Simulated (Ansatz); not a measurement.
## Stationary points along a deformation path in SrCl2

The calculation used DFT r2SCAN, scalar-relativistic, plane waves, PAW (Ansatz). Settings: plane waves to 500 eV, k-mesh 6×6×6 (Γ-centred), Gaussian smearing 0.05 eV. No spin polarisation. Energies are free energies at this smearing, counted from the undisturbed cell; pressure is positive in compression.

Zero of the scan (as given, not relaxed at this level; it stands at 0.4 GPa, and it needn't be the usual structure):

```
CELL_PARAMETERS angstrom
0.00000 3.48550 3.48550
3.48550 0.00000 3.48550
3.48550 3.48550 0.00000
ATOMIC_POSITIONS crystal
Sr 0.00000 0.00000 0.00000
Cl 0.25000 0.25000 0.25000
Cl 0.75000 0.75000 0.75000
```

At fixed volume and fractional coordinates, lengths along (0.000, 0.000, 1.000) are scaled against those across it; ρ is that ratio over its starting value. V = 28.230 Å³/atom. Δσ is the stress along the axis less the mean stress across it (compression positive).

```
    ρ  ΔE (meV/atom)  Δσ (GPa) space group
0.707          513.8     30.61       I4/mmm
0.780          236.2     18.22       I4/mmm
0.850           93.5     10.42       I4/mmm
1.000            0.0      0.00        Fm-3m
1.200          108.3    -10.37       I4/mmm
1.300          231.0    -15.89       I4/mmm
1.414          421.1    -22.83       I4/mmm
```

Task: How does the stress give the slope of the energy, and where is the energy stationary?

Result: Along the path d ln(length) is 2/3 d ln ρ on the axis and −1/3 d ln ρ across it, so dE/d ln ρ = −(2/3) V Δσ: the energy falls with ρ where Δσ is positive. Δσ vanishes or changes sign at ρ = 1.000 (Fm-3m), a minimum at 0.0 meV/atom. Pairs of stationary points between two samples would go unseen, and could change a minimum read from distant neighbours into a maximum. At ρ = 1.000 the cell is cubic, where symmetry alone makes the stress isotropic and the slope zero.